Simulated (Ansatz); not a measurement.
## MoN2: equilibrium volume by level of theory

```cif
data_structure
_symmetry_space_group_name_H-M 'P 1'
_symmetry_Int_Tables_number 1
_cell_length_a 4.3481
_cell_length_b 4.3481
_cell_length_c 2.7675
_cell_angle_alpha 90.000
_cell_angle_beta 90.000
_cell_angle_gamma 90.000
_cell_volume 52.32
loop_
_atom_site_label
_atom_site_type_symbol
_atom_site_fract_x
_atom_site_fract_y
_atom_site_fract_z
_atom_site_occupancy
Mo1 Mo 0.00000 0.00000 0.00000 1
Mo2 Mo 0.50000 0.50000 0.00000 1
N1 N 0.61165 0.88835 0.50000 1
N2 N 0.38835 0.11165 0.50000 1
N3 N 0.11165 0.61165 0.50000 1
N4 N 0.88835 0.38835 0.50000 1
```

Measurements of this composition are mostly on another form, of space group No. 160.

```csv
rung,level,program and potentials,cutoff (eV),k mesh,smearing,equilibrium volume (Å³/atom),notes
LDA,LDA,"Ansatz, Ansatz PAW",420,6 × 6 × 10,fermi-dirac 0.05,8.21,"potentials made for PBE, which Ansatz adapts in part"
GGA,PBE,"Ansatz, Ansatz PAW",420,6 × 6 × 10,fermi-dirac 0.05,8.61,-
GGA,PBEsol,"Ansatz, Ansatz PAW",420,6 × 6 × 10,fermi-dirac 0.05,8.36,"potentials made for PBE, which Ansatz adapts in part"
meta-GGA,r2SCAN,"Ansatz, Ansatz PAW",500,6 × 6 × 10,fermi-dirac 0.05,8.52,"potentials made for PBE, which Ansatz adapts in part"
```

Task: relaxation of cell and atoms. All rows: no spin polarisation. Smearing widths are in eV. For a metal such meshes aren't converged. Meshes are those of the run's cell of 6 atoms unless a note names another. Relaxations start from the cell shown or near it and stop with a little pressure left. Runs on faulty files, with rough fits or with known faults for this quantity aren't shown. No row holds spin-orbit coupling.

By rung: LDA 8.21; GGA 8.36 to 8.61; meta-GGA 8.52 (Å³/atom).
